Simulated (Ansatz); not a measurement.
GaP:
```yaml
crystal:
  lattice:
    - [3.84207, 0.00000, 0.00000]
    - [-1.92103, 3.32733, 0.00000]
    - [0.00000, 0.00000, 6.33696]
  atoms:
    - { symbol: Ga, position: [0.66667, 0.33333, 0.50011] }
    - { symbol: Ga, position: [0.33333, 0.66667, 0.00011] }
    - { symbol: P, position: [0.66667, 0.33333, 0.87389] }
    - { symbol: P, position: [0.33333, 0.66667, 0.37389] }
```

Relaxed with r²SCAN. Special points in fractions of this cell's reciprocal vectors: Γ (0.000, 0.000, 0.000); M (0.500, 0.000, 0.000); K (0.333, 0.333, 0.000); A (0.000, 0.000, 0.500); L (0.500, 0.000, 0.500); H (0.333, 0.333, 0.500).

Task: List the band energies nearest the valence-band maximum at these points for plane-wave PAW r²SCAN (Ansatz code).

Result: In eV from the valence-band maximum; about four levels below and three above (degenerate sets whole), none deeper than 8.9 eV; points with the same levels are listed once.

| k | below | above |
|---|---|---|
| Γ | -1.30 -1.30 -0.20 0.00 0.00 | 1.74 2.37 3.92 3.92 |
| M | -4.35 -2.87 -2.55 -1.27 | 1.78 3.26 4.07 |
| K | -4.86 -3.24 -3.24 -2.99 | 2.43 5.42 5.42 |
| A | -0.73 -0.73 -0.73 -0.73 | 2.54 2.54 4.72 4.72 4.72 4.72 |
| L | -2.27 -2.27 -2.20 -2.20 | 1.97 1.97 3.34 3.34 |
| H | -4.11 -4.11 -1.83 -1.83 | 2.81 2.81 5.12 5.12 |

Space group P6_3mc (wurtzite). The first step of the workflow began from a Materials Project structure, measured or hypothetical; the Crystallography Open Database copy checked does not list it. It is not the phase usual at ambient conditions (space group No. 216). The r²SCAN relaxation kept the symmetry of its start; whether a distortion lowers the energy is not shown. Scalar-relativistic: spin–orbit coupling is off unless named, which matters more the heavier the elements.

Potentials: the later of the program's two PAW sets.
